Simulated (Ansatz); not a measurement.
InP:
```
CELL_PARAMETERS angstrom
      3.85453     0.00000     0.00000
     -1.92727     3.33812     0.00000
      0.00000     0.00000     6.55113
ATOMIC_POSITIONS crystal
  In 0.00000 0.00000 0.00000
  In 0.00000 0.00000 0.50000
  P  0.33333 0.66667 0.25000
  P  0.66667 0.33333 0.75000
```

Relaxed with r²SCAN. Special points in fractions of this cell's reciprocal vectors: Γ (0.000, 0.000, 0.000); M (0.500, 0.000, 0.000); K (0.333, 0.333, 0.000); A (0.000, 0.000, 0.500); L (0.500, 0.000, 0.500); H (0.333, 0.333, 0.500).

**Question.** List the band energies nearest the Fermi level at these points for the program Ansatz at the r²SCAN level (PAW).

**Answer.** In eV from the Fermi level; about four levels below and three above (degenerate sets whole), none deeper than 8.9 eV; points with the same levels are listed once.

```json
[
 {"k": "Γ", "below": "-7.06 -0.66 -0.42 -0.42", "above": "0.23 0.23 0.65"},
 {"k": "M", "below": "-4.69 -3.89 -3.54 -2.37", "above": "0.09 1.47 2.35"},
 {"k": "K", "below": "-2.96 -2.96 -2.74 -2.74 -2.25", "above": "5.30 6.05 6.05"},
 {"k": "A", "below": "-0.06 -0.06 -0.06 -0.06", "above": "2.90 2.90 5.21 5.21 5.21 5.21"},
 {"k": "L", "below": "-1.74 -1.74 -1.46 -1.46", "above": "0.40 0.40 4.00 4.00"},
 {"k": "H", "below": "-4.32 -4.32 -0.39 -0.39", "above": "1.66 1.66 2.89 2.89"}
]
```

Space group P6_3/mmc (NiAs type). The start of the workflow was typed in or built on a structure type; neither database checked (COD, Materials Project) lists it. It is not the phase usual at ambient conditions (space group No. 216). Symmetry was held in the r²SCAN relaxation; its stability against distortions is not shown here. Scalar-relativistic: spin–orbit coupling is off unless named, which matters more the heavier the elements.

Potentials: the later of the program's two PAW sets.
